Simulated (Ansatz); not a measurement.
Ru (hcp (Mg type)), relaxed with PBE+D3(BJ) (Ansatz, a program for electronic structure, plane waves, PAW): a = b = 2.698 Å, c = 4.265 Å, α = β = 90.00°, γ = 120.00°.

Problem. The same phase is relaxed and computed with r²SCAN in the same code. What is the cell now?

Solution. a = b = 2.7048 Å, c = 4.2661 Å, α = β = 90.00°, γ = 120.00°.

All cells were relaxed under the symmetry of their starts (and spin orders); stability against distortions was not tested throughout. Rows with no word on spin ran without spin polarisation. Scalar-relativistic: spin–orbit coupling is off unless named, which matters more the heavier the elements.

Potentials: the earlier of the program's two PAW sets.

Ansatz is a plane-wave DFT program.
